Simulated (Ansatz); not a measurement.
A geometry of TiTe2 away from equilibrium: step 3 of the relaxation of a relaxed TiTe2 cell displaced along its unstable phonon at q = (½, ½, 0) of its primitive reciprocal cell (62i cm⁻¹), largest move 0.15 Å. All values below come from PBE (plane waves to 420 eV, PAW, scalar-relativistic; Ansatz, an electronic-structure program). Γ-centred k-mesh 8×8×8 on the run's cell (coarser than for final values), Fermi–Dirac smearing 0.05 eV.

```yaml
crystal:
  lattice:
    - [0.00000, 6.80493, 6.98688]
    - [3.40247, 3.40247, 6.98688]
    - [3.40247, 3.40247, 0.00000]
  atoms:
    - { symbol: Te, position: [0.00000, 0.31081, 0.18919] }
    - { symbol: Te, position: [0.50000, 0.18919, 0.31081] }
    - { symbol: Te, position: [0.00000, 0.81081, 0.68919] }
    - { symbol: Te, position: [0.50000, 0.68919, 0.81081] }
    - { symbol: Ti, position: [0.00000, 0.00000, 0.00000] }
    - { symbol: Ti, position: [0.50000, 0.00000, 0.00000] }
```

**Question.** Give the Cartesian forces on all atoms (eV/Å).

**Answer.** 
```tsv
atom	Fx	Fy	Fz
Te1	0.00	0.00	-0.30
Te2	0.00	0.00	0.30
Te3	0.00	0.00	-0.30
Te4	0.00	0.00	0.30
Ti5	0.00	0.00	0.00
Ti6	0.00	0.00	0.00
```

**Question.** What is the pressure?

**Answer.** +2.1 GPa, compression positive.

No spin polarisation in the result.

The run could not lose the symmetry of its start, so the end can be a saddle point.

The end of the path is a generated cell of TiTe2: the first start was made by placing the elements on the sites of a structure type, and the end was not matched to a known phase here, so it may be hypothetical. Known forms of TiTe2 include space group No. 164.
